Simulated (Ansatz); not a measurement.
Relaxed-ion elastic tensor of MgB2 in space group P6/mmm (No. 191; Mg on 1a, B on 2d) in GPa (Voigt order), LDA (plane waves, PAW; program Ansatz); density 2.76 g/cm³, 9.20 Å³ per atom.

```
 454  67.0  39.2   0.0   0.0   0.0
67.0   454  39.2   0.0   0.0   0.0
39.2  39.2   280   0.0   0.0   0.0
 0.0   0.0   0.0  78.4   0.0   0.0
 0.0   0.0   0.0   0.0  78.4   0.0
 0.0   0.0   0.0   0.0   0.0   194
```

Q: Is the crystal mechanically stable?

A: Yes: the smallest eigenvalue of C is 78.4 GPa.

Q: Work out the Voigt, Reuss and Hill averages.

A: K_V = 164, K_R = 155, K_H = 160; G_V = 140, G_R = 117, G_H = 128 GPa.

Q: Give Young's modulus, Poisson's ratio, Pugh's ratio and the universal anisotropy index.

A: E = 9KG/(3K + G) = 304 GPa; ν = 0.18; K/G = 1.24 (brittle by the Pugh limit of 1.75); A_U = 5G_V/G_R + K_V/K_R − 6 = 1.03.

Q: Estimate the sound speeds and the Debye temperature.

A: v_l = √((K + 4G/3)/ρ) = 10900 m/s, v_t = √(G/ρ) = 6810 m/s, mean 7510 m/s; Θ = (h/k)(3n/4πV)^(1/3) v_m = 1070 K.

Q: Solve the Christoffel equation for the three sound speeds along x, y, z.

A: Eigenvalues of C_ijkl n_j n_l equal ρv². In km/s, slowest first: x 5.33, 8.37, 12.82; y 5.33, 8.37, 12.82; z 5.33, 5.33, 10.07.

Q: How much does each axis shrink under pressure?

A: Linear compressibilities β_i = Σ_j S_ij (j = 1 to 3): x 1.7, y 1.7, z 3.1 per TPa.

The cell was relaxed with LDA under the symmetry of its start; phonons on a q-mesh show no instability. As this level gives no gap, shear constants depend on the k-mesh and smearing (Fermi–Dirac, 0.1 eV here). On the denser mesh and wider smearing of the elastic run this cell carries a stress of 0.8 GPa.

Potentials: the later of the program's two PAW sets.
